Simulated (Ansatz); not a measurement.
Input and command of a calculation in Ansatz (plane waves; scalar-relativistic PAW potentials unless the input names others):

```yaml
crystal:
  lattice:
    - [3.9621891203, 0.0, 0.0]
    - [0.0, 3.9621891203, 0.0]
    - [-1.9810945601, 0.0, 2.0774301896]
  atoms:
    - { symbol: Au, position: [0.0, 0.0, 0.0] }
    - { symbol: Au, position: [0.5, 0.5, 0.0] }
basis:
  ecutwfc: 420
kpoints:
  mp_grid: { grid: [9, 9, 16] }
hamiltonian:
  xc: lda
scf:
  occupations: { method: fixed }
  max_iter: 75
output:
  forces: true
  eigenvalues: true
  stress: true
relax:
  adjacent_minimum: "off"
  f_tol: 0.01
  max_steps: 50
  cell: { fix: [a, b, gamma], stress_tol: 0.1 }
```

```bash
ansatz run input.yaml --threads 4 --pin off --max-ram 8192MiB --backend cpu --events-out ev --progress --plain --runs-dir out
```

Abridged log:
```
Warning: crystal.symmetry: narrowed to the stabiliser of the k-point mesh — unitary ops 16 → 8; excluded 8 operations that carry a point of the 9×9×16 mesh (shift [0, 0, 0]) off the mesh (the run samples exactly the mesh kpoints.mp_grid names, as under crystal.symmetry.detect: false, and its converged state has the mesh's symmetry, not the crystal's; ε∞, the Born charges and the force constants of a linear response (`dielectric:` by the response, `phonons.method: dfpt`) are averaged over those of the crystal's operations that the state keeps within a tolerance, where `mesh_tensors`, `unaverage ...
The last accepted step is kept in <dir> (removed where the run ends without a failure and the disk answers)
Pseudopotentials: kind: paw
Pseudopotential: Au, paw, valence charge 19, recommended cutoff 420 eV (normal)
Functional definition: SPW92
Crystal: 2 atoms, lattice volume = 32.613 Å³
Basis set: ecut = 420 eV, 645 PW (Γ)
Bands: 23, of which v1, the nominal top of the filled ones, is band 19 counted from 1 (18 counted from 0)
Symmetry: 8 space group operations
k-points: 365 of 1296
Initial density: superposition of atomic densities (neutral atoms: chi_scale 0, normalization atom), corrected by the library's trained network
Initial wavefunctions: pseudopotential atomic-orbital guess
Functional: x = slater, c = lda
SCF iter   1: F=—  HF=-25729.074599 eV  |F-HF|=—  |Δ(HF+E_count)|=         —  Δρ=1.25e-2  dr2=3.73e-2  ethr=1.77e-3  ⟨swp⟩=4.0  Hψ=28859  notcnv=0  defer=545
SCF iter   2: F=—  HF=-25729.063190 eV  |F-HF|=—  |Δ(HF+E_count)|=   1.14e-2  Δρ=4.58e-3  dr2=2.80e-3  ethr=9.81e-5  ⟨swp⟩=2.0  Hψ=15611  notcnv=0  defer=727
SCF iter   3: F=—  HF=-25729.062139 eV  |F-HF|=—  |Δ(HF+E_count)|=   1.05e-3  Δρ=2.02e-3  dr2=3.95e-4  ethr=7.36e-6  ⟨swp⟩=2.6  Hψ=15145  notcnv=0  defer=729
SCF iter   4: F=—  HF=-25729.061989 eV  |F-HF|=—  |Δ(HF+E_count)|=   1.50e-4  Δρ=5.42e-4  dr2=2.72e-5  ethr=1.04e-6  ⟨swp⟩=1.1  Hψ=9023  notcnv=0  defer=197
SCF iter   5: F=—  HF=-25729.061976 eV  |F-HF|=—  |Δ(HF+E_count)|=   1.29e-5  Δρ=6.01e-5  dr2=3.09e-7  ethr=7.16e-8  ⟨swp⟩=2.8  Hψ=14011  notcnv=0  defer=2
SCF iter   6: F=-25729.061976 eV  HF=-25729.061976 eV  |F-HF|=1.38e-9  |Δ(HF+E_count)|=   8.30e-8  Δρ=6.49e-6  dr2=3.75e-9  ethr=2.63e-10  ⟨swp⟩=6.0  Hψ=33588  notcnv=0
SCF 1 converged in 6 iterations: F = -25729.061976 eV  dr2 = 3.75e-9
relax step   1: F+E_penalty+E_count = -25729.06197602 eV  Δ(F+E_penalty+E_count) = +0.000e0 eV  max|allowed force component| = 7.376e-29 eV/Å  Δτ_max = 0.0000 Å  P = +7.044 GPa  Ω = 32.613 Å³  fix = [a, b, gamma]  reactions: a +8.352, b +4.638 GPa (6 SCF iters, dr2 threshold 1.00e-7 eV, accepted)
Crystal: 2 atoms, lattice volume = 34.178 Å³
Basis set: ecut = 420 eV, 665 PW (Γ)
Initial density: handed on by an earlier stage of this run
Initial wavefunctions: those handed on with the density
SCF iter   1: F=—  HF=-25729.084310 eV  |F-HF|=—  |Δ(HF+E_count)|=         —  Δρ=4.65e-3  dr2=5.65e-3  ethr=1.56e-5  ⟨swp⟩=2.2  Hψ=43802  notcnv=0  defer=688
SCF iter   2: F=—  HF=-25729.082707 eV  |F-HF|=—  |Δ(HF+E_count)|=   1.60e-3  Δρ=2.16e-3  dr2=5.57e-4  ethr=1.49e-5  ⟨swp⟩=2.0  Hψ=13048  notcnv=0  defer=730
   ...
SCF iter   5: F=-25729.087725 eV  HF=-25729.087725 eV  |F-HF|=1.80e-8  |Δ(HF+E_count)|=   3.24e-7  Δρ=2.26e-5  dr2=5.82e-8  ethr=5.26e-10  ⟨swp⟩=5.0  Hψ=36818  notcnv=0
SCF 3 converged in 5 iterations: F = -25729.087725 eV  dr2 = 5.82e-8
relax step   3: F+E_penalty+E_count = -25729.08772456 eV  Δ(F+E_penalty+E_count) = -5.213e-3 eV  max|allowed force component| = 1.578e-30 eV/Å  Δτ_max = 0.0000 Å  P = +0.571 GPa  Ω = 33.736 Å³  energy of the carried Pulay correction = -3.196e-4 eV  fix = [a, b, gamma]  reactions: a +3.098, b -0.985 GPa (5 SCF iters, dr2 threshold 2.00e-7 eV, accepted)
Crystal: 2 atoms, lattice volume = 33.678 Å³
Basis set: ecut = 420 eV, 661 PW (Γ)
SCF iter   1: F=—  HF=-25729.087825 eV  |F-HF|=—  |Δ(HF+E_count)|=         —  Δρ=1.91e-4  dr2=8.76e-6  ethr=4.11e-8  ⟨swp⟩=2.5  Hψ=39113  notcnv=0  defer=690
SCF iter   2: F=—  HF=-25729.087822 eV  |F-HF|=—  |Δ(HF+E_count)|=   2.52e-6  Δρ=8.91e-5  dr2=8.90e-7  ethr=2.30e-8  ⟨swp⟩=2.0  Hψ=12279  notcnv=0  defer=691
SCF iter   3: F=-25729.087822 eV  HF=-25729.087822 eV  |F-HF|=5.39e-8  |Δ(HF+E_count)|=   2.61e-7  Δρ=3.58e-5  dr2=1.63e-7  ethr=5.26e-10  ⟨swp⟩=6.2  Hψ=35157  notcnv=0
SCF 4 converged in 3 iterations: F = -25729.087822 eV  dr2 = 1.63e-7
relax step   4: F+E_penalty+E_count = -25729.08782198 eV  Δ(F+E_penalty+E_count) = -9.743e-5 eV  max|allowed force component| = 3.944e-31 eV/Å  Δτ_max = 0.0000 Å  P = +0.868 GPa  Ω = 33.678 Å³  energy of the carried Pulay correction = -3.033e-4 eV  fix = [a, b, gamma]  reactions: a +3.336, b -0.728 GPa (3 SCF iters, dr2 threshold 2.00e-7 eV, accepted)
Initial wavefunctions: pseudopotential atomic-orbital guess (no wavefunctions were taken with the density)
SCF iter   1: F=—  HF=-25729.088092 eV  |F-HF|=—  |Δ(HF+E_count)|=         —  Δρ=2.85e-4  dr2=8.34e-7  ethr=2.63e-9  ⟨swp⟩=4.3  Hψ=58120  notcnv=0  defer=684
SCF iter   2: F=—  HF=-25729.088101 eV  |F-HF|=—  |Δ(HF+E_count)|=   9.11e-6  Δρ=1.42e-4  dr2=1.90e-7  ethr=2.20e-9  ⟨swp⟩=1.0  Hψ=8430  notcnv=0  defer=685
SCF iter   3: F=—  HF=-25729.088104 eV  |F-HF|=—  |Δ(HF+E_count)|=   2.99e-6  Δρ=2.35e-5  dr2=4.56e-8  ethr=5.00e-10  ⟨swp⟩=2.3  Hψ=11587  notcnv=0  defer=685
SCF iter   4: F=-25729.088104 eV  HF=-25729.088104 eV  |F-HF|=1.09e-11  |Δ(HF+E_count)|=   5.17e-8  Δρ=6.51e-7  dr2=3.53e-11  ethr=1.00e-12  ⟨swp⟩=7.6  Hψ=44621  notcnv=0
SCF 5 converged in 4 iterations: F = -25729.088104 eV  dr2 = 3.53e-11
SCF converged after 4 iterations
Free energy (F): -25729.088104 eV
Harris-Foulkes:  -25729.088104 eV  (|F-HF|=1.09e-11)
Internal energy: -25729.088104 eV  (E = F + TS)
E sigma→0 (E₀):  -25729.088104 eV
Fermi energy:    24.674817 eV
--- Forces (eV/Å), atoms counted from 1 ---
  atom   1  Au     0.00000000     0.00000000     0.00000000
  atom   2  Au     0.00000000     0.00000000     0.00000000
--- Stress (GPa, compression-positive) ---
        3.329934       0.000000      -0.063345
        0.000000      -0.734565       0.000000
       -0.063345       0.000000      -0.007448
  P = ⅓ Tr σ = 0.8626 GPa (8.626 kbar)
--- Relaxed structure (4 steps of the walk, 4 accepted, 1 SCFs on fresh bases) ---
  F+E_penalty+E_count = -25729.08810394 eV   max|allowed force component| = 1.242e-29 eV/Å   (the final SCF, on the basis selected at the relaxed cell)
  cell:  # Å, volume = 33.6776 Å³
    - [3.96217656, 0.0, -0.00997380]
    - [0.0, 3.9621891203, 0.0]
    - [-1.98631768, 0.0, 2.15022186]
  atoms:
    - { symbol: Au, position: [0.0, 0.0, 0.0] }
    - { symbol: Au, position: [0.5, 0.5, 0.0] }
```

Find the fault.

The fault is fixed occupations on a metal: they fill the same number of bands at every k-point, while the true filling differs from point to point (scf.occupations: {"method": "gaussian", "width": 0.1} → {"method": "fixed"}, the first being the value of the sound run). Setting it back cures it. The run converged all the same, with an energy at zero smearing 407 meV/atom above the reference's, a relaxed volume of 16.84 Å³/atom, pressure 0.86 GPa, largest force 0.000 eV/Å, no gap on the mesh, so convergence alone doesn't show that an input is right. A reference run from the same start on usual settings converged, and the end of its own relaxation has a relaxed volume of 16.47 Å³/atom, pressure 1.29 GPa, largest force 0.000 eV/Å, no gap on the mesh (its cell was held, or driven to that pressure on purpose).

It took 30 s on 4 threads of Arm Neoverse N1, with other jobs on the host, peak memory 0.49 GiB.